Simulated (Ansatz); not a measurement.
ZnSe in space group P-6m2 (No. 187; Zn on 1a, Se on 1f) under volume change, r²SCAN (plane waves, PAW; program Ansatz), shape and atoms relaxed at each volume.

```tsv
V (Å³/atom)	E − E(relaxed) (meV/atom)	P (GPa)
17.828	40.8	8.02
18.416	___	___
19.003	4.0	2.27
19.591	0.0	-0.01
20.179	___	___
20.767	13.8	-3.55
21.354	29.4	-4.93
```

Q: Some entries are withheld; supply them.

A: 
- 18.416, E − E(relaxed) (meV/atom): 17.1
- 18.416, P (GPa): 4.94
- 20.179, E − E(relaxed) (meV/atom): 3.7
- 20.179, P (GPa): -1.93

Q: What does a third-order Birch–Murnaghan fit give for V₀, B₀ and B′?

A: V₀ = 19.59 Å³/atom, B₀ = 69.2 GPa, B′ = 4.4.

A made-up cell: these elements were put on the sites of a structure type; neither database checked (COD, Materials Project) lists it. It is not the phase usual at ambient conditions (space group No. 216). The cell was relaxed with r²SCAN under the symmetry of its start; its stability against distortions is not shown here.

Potentials: the later of the program's two PAW sets.
